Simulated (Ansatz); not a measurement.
Ru (hcp (Mg type), P6_3/mmc) at seven volumes, plane-wave PAW r²SCAN+D4 (Ansatz code), shape and atoms relaxed at each. One row is withheld.

| V (Å³/atom) | P (GPa) |
|---|---|
| 12.216 | 40.58 |
| 12.619 | 24.65 |
| 13.022 | 11.25 |
| 13.424 | -0.01 |
| 13.827 | ? |
| 14.230 | -17.38 |
| 14.633 | -24.00 |

Problem. Fit the shown pressures and predict the withheld one.

Solution. P = (3/2)B₀(x^(7/2) − x^(5/2))[1 + (3/4)(B′ − 4)(x − 1)] with x = (V₀/V)^(2/3). Least squares on the six rows gives V₀ = 13.425 Å³/atom, B₀ = 343 GPa, B′ = 4.81. At V = 13.827, x = 0.9805 and P = -9.43 GPa. The run itself gave -9.46 GPa.

Symmetry was held in the r²SCAN+D4 relaxation. No spin polarisation was allowed. The pairwise dispersion correction was not fitted to metals.

Potentials: the later of the program's two PAW sets.
